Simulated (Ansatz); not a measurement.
One crystal and one scan (energy over volume and axial ratio) at two levels, PBE (plane waves to 420 eV, PAW, scalar-relativistic; Ansatz, an electronic-structure program) and r2SCAN (plane waves to 500 eV, PAW, scalar-relativistic; Ansatz), each from its own relaxed cell and on its own mesh. The cell shown is that of PBE.

BaTiO3 (tetragonal-perovskite type, space group P4mm)

```yaml
crystal:
  lattice:
    - [3.98546, 0.00000, 0.00000]
    - [0.00000, 3.98546, 0.00000]
    - [0.00000, 0.00000, 4.20133]
  atoms:
    - { symbol: Ti, position: [0.50000, 0.50000, 0.45767] }
    - { symbol: Ba, position: [0.00000, 0.00000, 0.94044] }
    - { symbol: O, position: [0.50000, 0.50000, 0.88899] }
    - { symbol: O, position: [0.50000, 0.00000, 0.40945] }
    - { symbol: O, position: [0.00000, 0.50000, 0.40945] }
```

Two coordinates are scanned: the volume, and the ratio of the stretch along z (the conventional c axis) to the stretch across it. Atoms keep their fractional coordinates.

The energy includes the smearing's −TS. BaTiO3 is run without spin polarisation. BaTiO3 was relaxed with its symmetry unable to fall. As the atoms are clamped, bonds stretch with the cell, which overstates energies and stresses. Percentages come from the unrounded values. Both scans cover V/V₀ from 0.960 to 1.040 and (c/a)/(c/a)₀ from 0.960 to 1.040.

Results of PBE:

* **Lattice constant a (Å)**: 3.985
* **Lattice constant c (Å)**: 4.201
* **Relaxed volume (Å³/atom)**: 13.35
* **Band gap of the relaxed cell, no spin-orbit coupling (eV)**: 1.84
* **Modulus against c/a change at fixed volume, (3/4V)·∂²E/∂(ln c/a)² (fit, atoms clamped) (GPa)**: 85

Question: What does r2SCAN give for the same quantities?

Answer: 
```tsv
quantity	r2SCAN	PBE − r2SCAN
Lattice constant a (Å)	3.972	+0.013 (+0.3 %)
Lattice constant c (Å)	4.113	+0.088 (+2.1 %)
Relaxed volume (Å³/atom)	12.98	+0.37 (+2.8 %)
Band gap of the relaxed cell, no spin-orbit coupling (eV)	2.23	-0.39 (-17 %)
Modulus against c/a change at fixed volume, (3/4V)·∂²E/∂(ln c/a)² (fit, atoms clamped) (GPa)	98	-13 (-13 %)
```

PBE gives the higher value for: lattice constant a; lattice constant c; relaxed volume. PBE gives the lower value for: band gap of the relaxed cell, no spin-orbit coupling; modulus against c/a change at fixed volume.

(A scan under strain: stresses follow from slopes of the energy per volume, elastic moduli from its curvatures.)
